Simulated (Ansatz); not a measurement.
Ansatz input file:

```yaml
crystal:
  lattice:
    - [2.9770058972, -4.0865331607, 0.0]
    - [2.9770058972, 4.0865331607, 0.0]
    - [0.0, 0.0, 2.8524377362]
  atoms:
    - { symbol: Ni, position: [0.5, 0.0, 0.5], spin: 1.85 }
    - { symbol: Ni, position: [0.0, 0.5, 0.5], spin: 1.85 }
    - { symbol: Ni, position: [0.0, 0.0, 0.0] }
    - { symbol: O, position: [0.79372467, 0.79372467, 0.5], spin: 0.11 }
    - { symbol: O, position: [0.20627533, 0.20627533, 0.5], spin: 0.11 }
    - { symbol: O, position: [0.22772481, 0.7722752, 0.0], spin: 0.22 }
    - { symbol: O, position: [0.7722752, 0.2277248, 0.0], spin: 0.22 }
basis:
  ecutwfc: 500
kpoints:
  mp_grid: { grid: [8, 8, 12] }
hamiltonian:
  xc: r2scan
scf:
  occupations: { method: gaussian, width: 0.1 }
output:
  forces: true
  stress: true
  eigenvalues: true
  populations: true
  write_density: true
  write_potential: true
  elf: true
  volumetric_format: npy
magnetization:
  spin_polarized: true
relax:
  adjacent_minimum: "off"
  f_tol: 0.01
  max_steps: 40
```

Run as
```bash
ansatz run input.yaml --threads 2 --pin off --max-ram 5120MiB --backend cpu --events-out ev --progress --plain --runs-dir out
```

The calculation used DFT r2SCAN, scalar-relativistic, plane waves, PAW (Ansatz 0.2.0).

From the run's log, abridged (iterations and final results):

```
SCF iter   1: F=—  HF=-19799.741118 eV  |F-HF|=—  |Δ(HF+E_count)|=         —  Δρ=1.70e-1 (↑8.83e-2 ↓1.70e-1) dr2=3.16e1  dr2_τ=7.00e-2  dr2_m=1.63e0  M=2.771 μB ∫|m|=2.856 μB  β_m=0.82  ethr=3.10e-3  ⟨swp⟩=5.7  Hψ=51295  notcnv=0  defer=287
Mixer restart at iter 1: flushing history
spin=Collinear: Kerker preconditioning applied to the charge; magnetization (m = ρ↑ − ρ↓) channel mixes plain (no charge-response kernel on spin).
SCF iter   2: F=—  HF=-19800.005648 eV  |F-HF|=—  |Δ(HF+E_count)|=   2.65e-1  Δρ=5.49e-2 (↑5.49e-2 ↓5.14e-2) dr2=5.60e0  dr2_τ=6.52e-2  dr2_m=1.39e-1  M=3.193 μB ∫|m|=3.312 μB  β_m=0.73  ethr=3.10e-3  ⟨swp⟩=3.8  Hψ=32084  notcnv=0  defer=1590  κ⁻¹=1.0e0(r=1)
SCF iter   3: F=—  HF=-19803.197534 eV  |F-HF|=—  |Δ(HF+E_count)|=    3.19e0  Δρ=3.21e-2 (↑3.21e-2 ↓2.95e-2) dr2=1.16e0  dr2_τ=1.02e-2  dr2_m=1.57e-1  M=3.580 μB ∫|m|=3.700 μB  β_m=1.00  ethr=3.10e-3  ⟨swp⟩=2.6  Hψ=21794  notcnv=0  defer=1533  κ⁻¹=2.4e-2(r=2)
SCF iter   4: F=—  HF=-19805.627728 eV  |F-HF|=—  |Δ(HF+E_count)|=    2.43e0  Δρ=2.09e-2 (↑1.79e-2 ↓2.09e-2) dr2=6.38e-1  dr2_τ=4.64e-3  dr2_m=2.68e-2  M=3.925 μB ∫|m|=4.027 μB  β_m=1.00  ethr=1.49e-3  ⟨swp⟩=2.8  Hψ=29965  notcnv=0  defer=1472  κ⁻¹=3.2e-3(r=3)
SCF iter   5: F=—  HF=-19806.969003 eV  |F-HF|=—  |Δ(HF+E_count)|=    1.34e0  Δρ=1.06e-2 (↑9.45e-3 ↓1.06e-2) dr2=3.07e-1  dr2_τ=1.59e-3  dr2_m=4.09e-3  M=3.993 μB ∫|m|=4.116 μB  β_m=1.00  ethr=8.18e-4  ⟨swp⟩=3.0  Hψ=25238  notcnv=0  defer=1468  κ⁻¹=1.3e-3(r=4)
SCF iter   6: F=—  HF=-19807.287346 eV  |F-HF|=—  |Δ(HF+E_count)|=   3.18e-1  Δρ=7.84e-3 (↑6.30e-3 ↓7.84e-3) dr2=1.26e-1  dr2_τ=1.02e-3  dr2_m=7.99e-3  M=3.995 μB ∫|m|=4.139 μB  β_m=1.00  ethr=3.93e-4  ⟨swp⟩=2.3  Hψ=30008  notcnv=0  defer=1433  κ⁻¹=5.7e-4(r=5)
SCF iter   7: F=—  HF=-19807.272341 eV  |F-HF|=—  |Δ(HF+E_count)|=         —  Δρ=5.03e-3 (↑5.03e-3 ↓4.60e-3) dr2=7.43e-2  dr2_τ=6.06e-4  dr2_m=1.56e-3  M=3.994 μB ∫|m|=4.155 μB  β_m=1.00  ethr=1.62e-4  ⟨swp⟩=2.1  Hψ=17463  notcnv=0  defer=1435
Mixer restart at iter 7: flushing history
SCF iter   8: F=—  HF=-19807.273193 eV  |F-HF|=—  |Δ(HF+E_count)|=   8.52e-4  Δρ=3.60e-3 (↑3.60e-3 ↓3.59e-3) dr2=5.80e-2  dr2_τ=3.71e-4  dr2_m=3.07e-5  M=3.993 μB ∫|m|=4.156 μB  β_m=1.00  ethr=9.53e-5  ⟨swp⟩=1.5  Hψ=15367  notcnv=0  defer=1435  κ⁻¹=1.0e0(r=1)
SCF iter   9: F=—  HF=-19807.275955 eV  |F-HF|=—  |Δ(HF+E_count)|=   2.76e-3  Δρ=1.66e-3 (↑1.52e-3 ↓1.66e-3) dr2=2.37e-2  dr2_τ=5.61e-5  dr2_m=7.56e-5  M=3.993 μB ∫|m|=4.168 μB  β_m=1.00  ethr=7.43e-5  ⟨swp⟩=2.8  Hψ=23376  notcnv=0  defer=1436  κ⁻¹=6.6e-2(r=2)
SCF iter  10: F=—  HF=-19807.277126 eV  |F-HF|=—  |Δ(HF+E_count)|=   1.17e-3  Δρ=1.57e-3 (↑1.57e-3 ↓1.56e-3) dr2=1.35e-2  dr2_τ=3.79e-5  dr2_m=9.68e-6  M=3.993 μB ∫|m|=4.180 μB  β_m=1.00  ethr=3.04e-5  ⟨swp⟩=1.5  Hψ=15686  notcnv=0  defer=1433  κ⁻¹=1.7e-2(r=3)
SCF iter  11: F=—  HF=-19807.273040 eV  |F-HF|=—  |Δ(HF+E_count)|=   4.09e-3  Δρ=8.55e-4 (↑8.42e-4 ↓8.55e-4) dr2=2.60e-3  dr2_τ=1.94e-5  dr2_m=1.00e-4  M=3.992 μB ∫|m|=4.190 μB  β_m=1.00  ethr=1.73e-5  ⟨swp⟩=2.3  Hψ=21201  notcnv=0  defer=1430  κ⁻¹=6.0e-3(r=4)
SCF iter  12: F=—  HF=-19807.272639 eV  |F-HF|=—  |Δ(HF+E_count)|=   4.02e-4  Δρ=9.95e-4 (↑8.07e-4 ↓9.95e-4) dr2=1.26e-3  dr2_τ=1.05e-5  dr2_m=2.09e-5  M=3.991 μB ∫|m|=4.190 μB  β_m=1.00  ethr=3.34e-6  ⟨swp⟩=1.9  Hψ=20157  notcnv=0  defer=1428  κ⁻¹=1.6e-3(r=5)
SCF iter  13: F=—  HF=-19807.273848 eV  |F-HF|=—  |Δ(HF+E_count)|=   1.21e-3  Δρ=4.43e-4 (↑4.43e-4 ↓4.38e-4) dr2=3.78e-4  dr2_τ=4.00e-6  dr2_m=2.26e-6  M=3.991 μB ∫|m|=4.189 μB  β_m=1.00  ethr=1.62e-6  ⟨swp⟩=2.0  Hψ=19021  notcnv=0  defer=1428  κ⁻¹=8.1e-4(r=6)
SCF iter  14: F=—  HF=-19807.274041 eV  |F-HF|=—  |Δ(HF+E_count)|=   1.93e-4  Δρ=2.17e-4 (↑1.97e-4 ↓2.17e-4) dr2=6.70e-5  dr2_τ=4.34e-7  dr2_m=2.17e-7  M=3.990 μB ∫|m|=4.189 μB  β_m=1.00  ethr=4.84e-7  ⟨swp⟩=2.0  Hψ=24128  notcnv=0  defer=1428  κ⁻¹=7.7e-4(r=7)
SCF iter  15: F=—  HF=-19807.274066 eV  |F-HF|=—  |Δ(HF+E_count)|=   2.44e-5  Δρ=1.48e-4 (↑1.32e-4 ↓1.48e-4) dr2=3.40e-5  dr2_τ=2.84e-7  dr2_m=4.73e-7  M=3.990 μB ∫|m|=4.190 μB  β_m=1.00  ethr=8.59e-8  ⟨swp⟩=2.4  Hψ=20563  notcnv=0  defer=1428  κ⁻¹=1.1e-4(r=8)
SCF iter  16: F=—  HF=-19807.274087 eV  |F-HF|=—  |Δ(HF+E_count)|=   2.16e-5  Δρ=7.46e-5 (↑7.22e-5 ↓7.46e-5) dr2=1.09e-5  dr2_τ=5.34e-8  dr2_m=8.63e-8  M=3.990 μB ∫|m|=4.189 μB  β_m=1.00  ethr=4.36e-8  ⟨swp⟩=2.0  Hψ=24220  notcnv=0  defer=1428  κ⁻¹=1.5e-5(r=8)
SCF iter  17: F=—  HF=-19807.274090 eV  |F-HF|=—  |Δ(HF+E_count)|=   3.08e-6  Δρ=3.70e-5 (↑2.88e-5 ↓3.70e-5) dr2=2.52e-6  dr2_τ=2.55e-8  dr2_m=4.85e-8  M=3.991 μB ∫|m|=4.189 μB  β_m=1.00  ethr=1.39e-8  ⟨swp⟩=2.4  Hψ=21154  notcnv=0  defer=1428  κ⁻¹=2.7e-5(r=8)
SCF iter  18: F=—  HF=-19807.274091 eV  |F-HF|=—  |Δ(HF+E_count)|=   2.83e-7  Δρ=2.93e-5 (↑2.76e-5 ↓2.93e-5) dr2=1.45e-6  dr2_τ=8.42e-9  dr2_m=5.99e-9  M=3.991 μB ∫|m|=4.189 μB  β_m=1.00  ethr=3.23e-9  ⟨swp⟩=2.0  Hψ=22561  notcnv=0  defer=1428  κ⁻¹=5.9e-6(r=8)
SCF iter  19: F=-19807.274090 eV  HF=-19807.274091 eV  |F-HF|=1.32e-6  |Δ(HF+E_count)|=   6.44e-7  Δρ=3.41e-5 (↑3.41e-5 ↓3.29e-5) dr2=2.18e-6  dr2_τ=7.43e-9  dr2_m=1.34e-9  M=3.991 μB ∫|m|=4.189 μB  ethr=1.85e-9  ⟨swp⟩=14.7  Hψ=121474  notcnv=0
SCF 1 converged in 19 iterations: F = -19807.274090 eV  dr2 = 2.18e-6
relax step   1: F+E_penalty+E_count = -19807.27409004 eV  Δ(F+E_penalty+E_count) = +0.000e0 eV  max|allowed force component| = 7.177e-2 eV/Å  Δτ_max = 0.0000 Å  (19 SCF iters, dr2 threshold 2.50e-6 eV, accepted)
Initial density: handed on by an earlier stage of this run
Starting moments: Σ|m| = 4.36 μB on 6 of 7 sites; this step starts from the density that it was given
Initial wavefunctions: those handed on with the density
SCF iter   1: F=—  HF=-19807.274371 eV  |F-HF|=—  |Δ(HF+E_count)|=         —  Δρ=3.52e-4 (↑2.83e-4 ↓3.52e-4) dr2=1.80e-4  dr2_τ=9.68e-5  dr2_m=3.28e-6  M=3.992 μB ∫|m|=4.189 μB  β_m=1.00  ethr=1.53e-7  ⟨swp⟩=2.0  Hψ=40373  notcnv=0  defer=39
SCF iter   2: F=—  HF=-19807.274383 eV  |F-HF|=—  |Δ(HF+E_count)|=   1.23e-5  Δρ=1.41e-4 (↑1.33e-4 ↓1.41e-4) dr2=2.44e-5  dr2_τ=3.81e-7  dr2_m=1.45e-7  M=3.991 μB ∫|m|=4.188 μB  β_m=1.00  ethr=1.53e-7  ⟨swp⟩=2.0  Hψ=25706  notcnv=0  defer=40  κ⁻¹=1.0e0(r=1)
SCF iter   3: F=—  HF=-19807.274388 eV  |F-HF|=—  |Δ(HF+E_count)|=   5.11e-6  Δρ=5.56e-5 (↑5.55e-5 ↓5.56e-5) dr2=1.69e-6  dr2_τ=7.65e-8  dr2_m=4.65e-8  M=3.991 μB ∫|m|=4.188 μB  β_m=1.00  ethr=3.12e-8  ⟨swp⟩=2.0  Hψ=25301  notcnv=0  defer=39  κ⁻¹=1.5e-2(r=2)
SCF iter   4: F=—  HF=-19807.274394 eV  |F-HF|=—  |Δ(HF+E_count)|=   5.87e-6  Δρ=3.58e-5 (↑3.58e-5 ↓3.56e-5) dr2=6.61e-7  dr2_τ=3.00e-8  dr2_m=1.95e-8  M=3.991 μB ∫|m|=4.188 μB  β_m=1.00  ethr=2.16e-9  ⟨swp⟩=2.1  Hψ=21760  notcnv=0  defer=39  κ⁻¹=9.1e-4(r=3)
SCF iter   5: F=—  HF=-19807.274400 eV  |F-HF|=—  |Δ(HF+E_count)|=   5.96e-6  Δρ=1.71e-5 (↑1.71e-5 ↓1.47e-5) dr2=3.40e-7  dr2_τ=5.29e-9  dr2_m=6.68e-9  M=3.991 μB ∫|m|=4.188 μB  β_m=1.00  ethr=8.47e-10  ⟨swp⟩=2.0  Hψ=25644  notcnv=0  defer=39  κ⁻¹=5.1e-5(r=4)
SCF iter   6: F=—  HF=-19807.274402 eV  |F-HF|=—  |Δ(HF+E_count)|=   2.69e-6  Δρ=1.16e-5 (↑1.16e-5 ↓8.51e-6) dr2=2.22e-7  dr2_τ=4.88e-10  dr2_m=3.31e-9  M=3.991 μB ∫|m|=4.188 μB  β_m=1.00  ethr=4.36e-10  ⟨swp⟩=2.0  Hψ=25633  notcnv=0  defer=39  κ⁻¹=7.3e-6(r=5)
SCF iter   7: F=—  HF=-19807.274403 eV  |F-HF|=—  |Δ(HF+E_count)|=   8.20e-7  Δρ=6.63e-6 (↑6.63e-6 ↓4.42e-6) dr2=5.39e-8  dr2_τ=1.63e-10  dr2_m=1.55e-9  M=3.991 μB ∫|m|=4.187 μB  β_m=1.00  ethr=2.85e-10  ⟨swp⟩=2.0  Hψ=25513  notcnv=0  defer=39  κ⁻¹=3.7e-6(r=6)
SCF iter   8: F=—  HF=-19807.274404 eV  |F-HF|=—  |Δ(HF+E_count)|=   3.50e-7  Δρ=2.78e-6 (↑2.78e-6 ↓2.10e-6) dr2=6.65e-9  dr2_τ=6.75e-11  dr2_m=3.48e-10  M=3.991 μB ∫|m|=4.187 μB  β_m=1.00  ethr=6.91e-11  ⟨swp⟩=2.2  Hψ=25987  notcnv=0  defer=38  κ⁻¹=1.7e-6(r=7)
SCF iter   9: F=—  HF=-19807.274404 eV  |F-HF|=—  |Δ(HF+E_count)|=   1.12e-7  Δρ=1.31e-5 (↑1.19e-5 ↓1.31e-5) dr2=3.58e-7  dr2_τ=8.14e-10  dr2_m=5.65e-10  M=3.991 μB ∫|m|=4.187 μB  β_m=1.00  ethr=8.52e-12  ⟨swp⟩=2.1  Hψ=26099  notcnv=0  defer=38  κ⁻¹=7.1e-7(r=8)
SCF iter  10: F=-19807.274404 eV  HF=-19807.274404 eV  |F-HF|=1.14e-8  |Δ(HF+E_count)|=   2.50e-8  Δρ=2.64e-6 (↑2.21e-6 ↓2.64e-6) dr2=1.31e-8  dr2_τ=2.93e-11  dr2_m=5.42e-11  M=3.991 μB ∫|m|=4.187 μB  ethr=8.52e-12  ⟨swp⟩=10.2  Hψ=101473  notcnv=0
SCF 2 converged in 10 iterations: F = -19807.274404 eV  dr2 = 1.31e-8
relax step   2: F+E_penalty+E_count = -19807.27440374 eV  Δ(F+E_penalty+E_count) = -3.137e-4 eV  max|allowed force component| = 4.267e-2 eV/Å  Δτ_max = 0.0016 Å  (10 SCF iters, dr2 threshold 3.22e-7 eV, accepted)
SCF iter   1: F=—  HF=-19807.274461 eV  |F-HF|=—  |Δ(HF+E_count)|=         —  Δρ=3.27e-4 (↑2.75e-4 ↓3.27e-4) dr2=1.62e-4  dr2_τ=1.54e-4  dr2_m=4.46e-6  M=3.992 μB ∫|m|=4.187 μB  β_m=1.00  ethr=3.67e-6  ⟨swp⟩=2.0  Hψ=25276  notcnv=0  defer=194
SCF iter   2: F=—  HF=-19807.274512 eV  |F-HF|=—  |Δ(HF+E_count)|=   5.09e-5  Δρ=1.10e-4 (↑1.10e-4 ↓1.05e-4) dr2=7.92e-6  dr2_τ=3.72e-7  dr2_m=1.08e-7  M=3.992 μB ∫|m|=4.187 μB  β_m=1.00  ethr=2.08e-7  ⟨swp⟩=2.0  Hψ=24812  notcnv=0  defer=170  κ⁻¹=1.0e0(r=1)
SCF iter   3: F=—  HF=-19807.274523 eV  |F-HF|=—  |Δ(HF+E_count)|=   1.16e-5  Δρ=6.76e-5 (↑6.63e-5 ↓6.76e-5) dr2=2.24e-6  dr2_τ=1.09e-7  dr2_m=4.44e-8  M=3.992 μB ∫|m|=4.187 μB  β_m=1.00  ethr=1.02e-8  ⟨swp⟩=2.0  Hψ=25434  notcnv=0  defer=166  κ⁻¹=8.6e-3(r=2)
SCF iter   4: F=—  HF=-19807.274532 eV  |F-HF|=—  |Δ(HF+E_count)|=   8.64e-6  Δρ=4.19e-5 (↑4.19e-5 ↓4.15e-5) dr2=1.11e-6  dr2_τ=4.11e-8  dr2_m=1.71e-8  M=3.992 μB ∫|m|=4.187 μB  β_m=1.00  ethr=2.87e-9  ⟨swp⟩=2.2  Hψ=19968  notcnv=0  defer=164  κ⁻¹=2.4e-3(r=3)
SCF iter   5: F=—  HF=-19807.274540 eV  |F-HF|=—  |Δ(HF+E_count)|=   8.02e-6  Δρ=2.34e-5 (↑2.34e-5 ↓2.11e-5) dr2=7.82e-7  dr2_τ=7.58e-9  dr2_m=8.29e-9  M=3.992 μB ∫|m|=4.186 μB  β_m=1.00  ethr=1.43e-9  ⟨swp⟩=2.0  Hψ=25631  notcnv=0  defer=161  κ⁻¹=6.4e-5(r=4)
SCF iter   6: F=—  HF=-19807.274545 eV  |F-HF|=—  |Δ(HF+E_count)|=   4.80e-6  Δρ=1.28e-5 (↑1.28e-5 ↓1.08e-5) dr2=2.39e-7  dr2_τ=7.23e-10  dr2_m=4.53e-9  M=3.992 μB ∫|m|=4.186 μB  β_m=1.00  ethr=1.00e-9  ⟨swp⟩=2.0  Hψ=25661  notcnv=0  defer=160  κ⁻¹=9.1e-6(r=5)
SCF iter   7: F=—  HF=-19807.274546 eV  |F-HF|=—  |Δ(HF+E_count)|=   1.29e-6  Δρ=8.34e-6 (↑8.34e-6 ↓7.32e-6) dr2=9.58e-8  dr2_τ=3.98e-10  dr2_m=1.40e-9  M=3.992 μB ∫|m|=4.186 μB  β_m=1.00  ethr=3.07e-10  ⟨swp⟩=2.0  Hψ=25589  notcnv=0  defer=159  κ⁻¹=4.4e-6(r=6)
SCF iter   8: F=—  HF=-19807.274547 eV  |F-HF|=—  |Δ(HF+E_count)|=   5.47e-7  Δρ=3.83e-6 (↑3.83e-6 ↓3.76e-6) dr2=1.28e-8  dr2_τ=1.45e-10  dr2_m=4.47e-10  M=3.992 μB ∫|m|=4.186 μB  β_m=1.00  ethr=1.23e-10  ⟨swp⟩=2.1  Hψ=25993  notcnv=0  defer=159  κ⁻¹=3.7e-6(r=7)
SCF iter   9: F=—  HF=-19807.274547 eV  |F-HF|=—  |Δ(HF+E_count)|=   1.05e-7  Δρ=1.91e-6 (↑1.66e-6 ↓1.91e-6) dr2=1.79e-9  dr2_τ=2.98e-11  dr2_m=1.65e-10  M=3.992 μB ∫|m|=4.186 μB  β_m=1.00  ethr=1.64e-11  ⟨swp⟩=2.6  Hψ=26699  notcnv=0  defer=159  κ⁻¹=6.7e-7(r=8)
SCF iter  10: F=-19807.274547 eV  HF=-19807.274547 eV  |F-HF|=3.43e-9  |Δ(HF+E_count)|=   2.18e-8  Δρ=1.83e-6 (↑1.83e-6 ↓1.82e-6) dr2=6.31e-9  dr2_τ=2.01e-11  dr2_m=1.74e-11  M=3.992 μB ∫|m|=4.186 μB  ethr=2.29e-12  ⟨swp⟩=10.0  Hψ=102488  notcnv=0
SCF 3 converged in 10 iterations: F = -19807.274547 eV  dr2 = 6.31e-9
relax step   3: F+E_penalty+E_count = -19807.27454664 eV  Δ(F+E_penalty+E_count) = -1.429e-4 eV  max|allowed force component| = 1.039e-3 eV/Å  Δτ_max = 0.0024 Å  (10 SCF iters, dr2 threshold 1.14e-7 eV, accepted)
SCF iter   1: F=—  HF=-19807.274547 eV  |F-HF|=—  |Δ(HF+E_count)|=         —  Δρ=1.31e-6 (↑9.42e-7 ↓1.31e-6) dr2=1.33e-9  dr2_τ=6.48e-12  dr2_m=2.57e-11  M=3.992 μB ∫|m|=4.186 μB  β_m=1.00  ethr=1.00e-12  ⟨swp⟩=2.0  Hψ=47587  notcnv=0
SCF iter   2: F=-19807.274547 eV  HF=-19807.274547 eV  |F-HF|=1.15e-9  |Δ(HF+E_count)|=  4.73e-10  Δρ=7.82e-7 (↑5.89e-7 ↓7.82e-7) dr2=1.85e-10  dr2_τ=7.54e-12  dr2_m=1.15e-11  M=3.992 μB ∫|m|=4.186 μB  ethr=1.00e-12  ⟨swp⟩=5.1  Hψ=83310  notcnv=0
SCF 4 converged in 2 iterations: F = -19807.274547 eV  dr2 = 1.85e-10
relax step   4: F+E_penalty+E_count = -19807.27454665 eV  Δ(F+E_penalty+E_count) = -4.780e-9 eV  max|allowed force component| = 1.021e-3 eV/Å  Δτ_max = 0.0000 Å  (2 SCF iters, accepted)
SCF iter   1: F=—  HF=-19807.274547 eV  |F-HF|=—  |Δ(HF+E_count)|=         —  Δρ=9.19e-7 (↑7.29e-7 ↓9.19e-7) dr2=4.83e-10  dr2_τ=6.93e-12  dr2_m=1.47e-11  M=3.992 μB ∫|m|=4.186 μB  β_m=1.00  ethr=1.00e-12  ⟨swp⟩=2.0  Hψ=52740  notcnv=0
SCF iter   2: F=-19807.274547 eV  HF=-19807.274547 eV  |F-HF|=2.58e-9  |Δ(HF+E_count)|=  7.28e-10  Δρ=1.45e-6 (↑1.42e-6 ↓1.45e-6) dr2=4.07e-9  dr2_τ=1.17e-11  dr2_m=1.03e-11  M=3.992 μB ∫|m|=4.186 μB  ethr=1.00e-12  ⟨swp⟩=5.0  Hψ=83751  notcnv=0
SCF 5 converged in 2 iterations: F = -19807.274547 eV  dr2 = 4.07e-9
WARN: an SCF from ferrimagnetic starting moments (-1.85, 1.85, 0.00, 0.11, 0.11, 0.22, 0.22 Bohr magnetons, atom by atom) was not made, by what the run has read of turns of its moments that order reads lower: the deck asks for what bars it, or types moments that do (magnetization.spin_polarized, in the input reference, names some of the keys), or the run goes by scf.lower_state_search: light, the default, which as a rule tries one only behind a close that has lost an order of both signs, or on which an open d or half-filled 4f shell of a PAW file has lost a moment that was set nearer to Hund's than to what is left; or, under a Hubbard U, one that names an f shell that the input leaves bare b ...
SCF converged after 2 iterations
Stability not checked: this state was not tested for a lower state beside it, because the mixer in use, unlike msr1, does not test its closes by its own steps (another_mixer; see scf.mixing.algorithm and scf.lower_state_search)
Magnetization: 3.9922 μB (40.9961 up, 37.0039 down)
Absolute magnetization: 4.1830 μB (∫|ρ↑−ρ↓|, with the PAW one-centre terms)
Spin contamination: 0.0226 ħ² per cell (⟨S²⟩ above its minimum at these occupations)
Per-site moments (μB) at R_I (Å): [(1.67773358, 0.84980627), (1.67773358, 0.84980627), (-0.06175420, 0.76608718), (0.10174771, 0.77564287), (0.10174771, 0.77564287), (0.19855913, 0.76608718), (0.19855913, 0.76608718)]
Free energy (F): -19807.274547 eV
Harris-Foulkes:  -19807.274547 eV  (|F-HF|=2.58e-9)
Internal energy: -19807.273156 eV  (E = F + TS)
E sigma→0 (E₀):  -19807.273851 eV
Entropy (-TS):   -0.001391 eV (-0.199 meV/atom)
Fermi energy:    11.113529 eV
--- Per-component energies (eV) ---
  E_band       = -1327.343491
  E_kinetic    = 1528.142963
  E_local      = -14923.223002  (includes V_loc(G=0)·N_el)
  E_nonlocal   = 2115.389610
  E_hartree    = 6237.534183
  E_xc         = -524.298520
  E_vxc        = -762.649273  (∫ρ·V_xc dr)
  E_paw        = -5565.874481  (= ΣΔE_a)
  E_vpaw       = -1810.887850  (= ΣTr[D̂ρ^β])
  E_aug_tail   = 0.004229  (compensation charges beyond the density's cutoff)
  E_vtau       = 50.807766  (kinetic-family band-sum trace: ∫τ·v_τ [+ j·A + Jᵃ·Aᵃ] dr)
  E_ewald      = -8673.920169
  E_core_change = -1.027969  (= ΣΔE_core)
  E_smearing   = -0.001391  (= −TS)
--- Forces (eV/Å), atoms counted from 1 ---
  atom   1  Ni     0.00000000     0.00000000     0.00000000
  atom   2  Ni     0.00000000     0.00000000     0.00000000
  atom   3  Ni     0.00000000     0.00000000     0.00000000
  atom   4  O     -0.00047372     0.00000000     0.00000000
  atom   5  O      0.00047372     0.00000000     0.00000000
  atom   6  O      0.00000000     0.00104266     0.00000000
  atom   7  O      0.00000000    -0.00104266     0.00000000
--- Stress (GPa, compression-positive) ---
       -0.151889       0.000000       0.000000
        0.000000      -0.045316       0.000000
        0.000000       0.000000      -0.304021
  P = ⅓ Tr σ = -0.1671 GPa (-1.671 kbar)
--- Band table (eV; the first three rows and the last of 294) ---
  k-point 0 ↑: bands = ["-98.0231", "-97.8115", "-97.8108", "-56.9642", "-56.9440", "-56.8314", "-56.7858", "-56.7783", "-56.6683", "-56.6669", "-56.6527", "-56.6450", "-10.5826", "-8.9438", "-8.8279", "-8.6892", "2.5820", "3.4123", "4.4953", "4.6933", "4.7033", "4.7136", "4.7951", "6.8847", "6.9778", "7.2053", "7.2871", "7.3853", "7.6608", "7.8971", "8.0861", "8.3854", "8.4402", "8.4752", "8.5016", "8.5484", "8.5606", "8.8566", "9.1057", "11.0483", "11.0956", "12.0701", "12.2941", "14.8111", "19.0888", "19.6214", "20.4891", "21.7658", "23.9753", "24.2350"]
  k-point 1 ↑: bands = ["-98.0230", "-97.8114", "-97.8107", "-56.9661", "-56.9437", "-56.8309", "-56.7858", "-56.7783", "-56.6697", "-56.6683", "-56.6526", "-56.6449", "-10.5207", "-8.9297", "-8.8124", "-8.6861", "2.6752", "3.4988", "4.3183", "4.6895", "4.7327", "4.8170", "4.8916", "6.3907", "6.4429", "7.2623", "7.2655", "7.5709", "7.7588", "7.9062", "8.1599", "8.3369", "8.4313", "8.5012", "8.5198", "8.6577", "8.6915", "8.8590", "9.1406", "10.8300", "11.0166", "12.0519", "12.1295", "15.1030", "19.3640", "19.9047", "20.6654", "21.7177", "24.0113", "24.3049"]
  k-point 2 ↑: bands = ["-98.0227", "-97.8112", "-97.8105", "-56.9713", "-56.9431", "-56.8297", "-56.7857", "-56.7785", "-56.6738", "-56.6724", "-56.6522", "-56.6445", "-10.3420", "-8.8908", "-8.7760", "-8.6776", "2.9446", "3.7448", "4.0898", "4.6330", "4.8119", "4.8413", "5.1834", "5.7250", "5.8044", "6.6653", "6.9826", "7.6431", "7.9300", "7.9435", "8.2222", "8.3599", "8.4067", "8.6088", "8.6927", "8.8664", "8.8738", "9.0614", "9.1985", "10.2848", "10.7854", "11.7846", "11.9807", "15.8447", "20.0650", "20.6514", "21.1467", "21.5805", "23.9770", "24.4891"]
  k-point 146 ↓: bands = ["-98.1458", "-94.6549", "-94.6540", "-57.1486", "-57.0088", "-56.9539", "-53.7072", "-53.7071", "-53.7052", "-53.7033", "-53.6827", "-53.6697", "-8.8231", "-8.5392", "-8.4728", "-8.3598", "2.6126", "3.4908", "4.5825", "4.8382", "5.2819", "5.5194", "6.1893", "6.3435", "7.2377", "7.3351", "7.4770", "7.5112", "7.7793", "8.0427", "8.2332", "9.1148", "9.1624", "9.4174", "9.7798", "9.8726", "10.1256", "11.7164", "12.1750", "12.5847", "12.8865", "14.4925", "14.6277", "18.7163", "19.2375", "20.0293", "21.4198", "22.4829", "23.7091", "25.2813"]
--- Relaxed structure (4 steps of the walk, 4 accepted, 0 SCFs on fresh bases) ---
  F+E_penalty+E_count = -19807.27454665 eV   max|allowed force component| = 1.021e-3 eV/Å
  atoms:
    - { symbol: Ni, position: [0.49999999, 0.0, 0.49999999] }
    - { symbol: Ni, position: [0.0, 0.49999999, 0.49999999] }
    - { symbol: Ni, position: [0.0, 0.0, 0.0] }
    - { symbol: O, position: [0.79418939, 0.79418939, 0.49999999] }
    - { symbol: O, position: [0.20581060, 0.20581060, 0.49999999] }
    - { symbol: O, position: [0.22723185, 0.77276814, 0.0] }
    - { symbol: O, position: [0.77276814, 0.22723185, 0.0] }
--- Löwdin populations: 7 sites ---
  site symbol q [e]    m [muB]
     0     Ni     16.7582     1.6501
     1     Ni     16.7582     1.6501
     2     Ni     16.7015    -0.0685
     3      O      6.7993     0.1274
     4      O      6.7993     0.1274
     5      O      6.9343     0.2532
     6      O      6.9343     0.2532
  spilling = 0.004036 (of n_electrons = 78.000000)
```

The relaxation met its thresholds.

The run took 3.9 min on 2 threads of Intel(R) Xeon(R) Platinum 8488C (Sapphire Rapids) (shared host), peak memory 1.7 GiB.

The state reached may not be the lowest one. The program reads another magnetic order as possibly lower. Moments started parallel, and an antiferromagnetic order may lie lower.